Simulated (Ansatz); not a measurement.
Polymorphs of AgW, each relaxed with PBE (plane waves, PAW; program Ansatz):

A: L1₀ or tetragonal B2 (P4/mmm)
a = b = 2.689 Å, c = 4.568 Å, α = β = γ = 90.00°

| atom | site | symmetry | x | y | z |
|---|---|---|---|---|---|
| Ag | 1a | 4/mmm | 0.0000 | 0.0000 | 0.0000 |
| W | 1d | 4/mmm | 0.5000 | 0.5000 | 0.5000 |

B: rock salt (Fm-3m)
a = b = c = 5.339 Å, α = β = γ = 90.00°

```
atom  site  symmetry       x       y       z
----  ----  --------  ------  ------  ------
Ag      4a      m-3m  0.0000  0.0000  0.0000
W       4b      m-3m  0.5000  0.5000  0.5000
```

Problem. Put the candidates in order of energy per atom at 0 K, lowest first, for PBE.

Solution. A (+0 meV/atom), B (+1347 meV/atom)

Typed or built starts, not in the databases checked: A; B. All cells were relaxed under the symmetry of their starts (and spin orders); stability against distortions was not tested throughout. Rows with no word on spin ran without spin polarisation. Spin–orbit coupling is left out wherever it is not named.

Energies hold the estimated change up to a 700 eV cutoff; steps of a few meV lie near the error of the meshes.

Potentials: the later of the program's two PAW sets.
